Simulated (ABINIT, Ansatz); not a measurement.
Given: the input of a run of ABINIT 10.8.3 (patched build) on MoSe. The cell comes from a database or a generator and needn't be the stable form of this composition.

Contents of run.abi:

```
pp_dirpath "./"
pseudos "Mo.GGA_PBE-JTH.xml, Se.GGA_PBE-JTH.xml"

acell 3*1.0 Angstrom
rprim
     3.5002295900     0.0000000000     0.0000000000
     0.0000000000     3.5002295900     0.0000000000
     0.0000000000     0.0000000000     3.5002295900
ntypat 2
znucl 42 34
natom 2
typat 1 2
xcart
     0.0000000000     0.0000000000     0.0000000000
     3.3072376492     3.3072376492     3.3072376492

ecut 15.0
pawecutdg 30.0
pawxcdev 0

kptopt 1
ngkpt 8 8 8
nshiftk 1
shiftk 0.0 0.0 0.0

ixc 11

nband 14
occopt 3
tsmear 0.05 eV

nstep 100
tolvrs 1.0e-9

iomode 3
prtwf 0
prtden 0
prteig 0
prtebands 0
enunit 1
```

Potentials or basis: JTH PAW PBE v2.0.

Launch:

```sh
$ abinit run.abi > log 2>&1
```

Task: Set up the same calculation for Ansatz 0.2.0. Potentials or basis there: Ansatz PAW, cutoff 420 eV.

Result: As run (cutoffs and basis follow the program's own potentials, and thresholds, step limits or extra output files can differ):

The input input.yaml:

```yaml
crystal:
  lattice:
    - [3.50022959, 0.0, 0.0]
    - [0.0, 3.50022959, 0.0]
    - [0.0, 0.0, 3.50022959]
  atoms:
    - { symbol: Mo, position: [0.0, 0.0, 0.0] }
    - { symbol: Se, position: [0.5, 0.5, 0.5] }
hamiltonian:
  xc: pbe
  pseudopotentials: { kind: paw }
kpoints:
  mp_grid: { grid: [8, 8, 8] }
scf:
  occupations: { method: fermi_dirac, width: 0.05 }
output:
  forces: true
  stress: true
  eigenvalues: true
  write_density: true
  write_potential: true
  elf: true
  volumetric_format: npy
```

Potentials or basis: Ansatz PAW.

The run is started by

```bash
$ ansatz run input.yaml --threads 1 --pin off --max-ram 3584MiB --backend cpu --events-out ev --progress --plain --runs-dir out
```

Both were run:

|  | ABINIT | Ansatz |
| --- | --- | --- |
| Pressure | -26.0 GPa | -26.1 GPa |

Ansatz's pressure holds a Pulay term of +0.01 GPa for its cutoff of 420 eV, which the other run lacks.

The potentials hold 20 and 30 valence electrons a cell.

Where Ansatz's input types no cutoff or centring, it takes its own default and a Γ-centred mesh.

The cell lies far from this level's equilibrium.

Pressure is positive in compression.
